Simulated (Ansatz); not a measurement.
PbS:
```
CELL_PARAMETERS angstrom
      2.08711     1.20500     3.40711
     -2.08711     1.20500     3.40711
      0.00000    -2.40999     3.40711
ATOMIC_POSITIONS crystal
  Pb 0.50000 0.50000 0.50000
  S  0.00000 0.00000 0.00000
```

Relaxed with PBEsol.

Question: Give the optical modes at the zone centre with their infrared activity from DFPT, PBEsol (plane waves, PAW; program Ansatz).

Answer: Transverse frequencies, without the LO–TO term; a row sums one degenerate level.

| ω (cm⁻¹) | degeneracy | IR ((D/Å)²/amu) | activity |
|---|---|---|---|
| 53 | 2 | 32.53 | IR |
| 53 | 1 | 16.24 | IR |

Space group Fm-3m (rock salt). The PBEsol relaxation kept the symmetry of its start; of distortions, only those at the zone centre were tested. Spin–orbit coupling is left out wherever it is not named.

Potentials: the later of the program's two PAW sets.
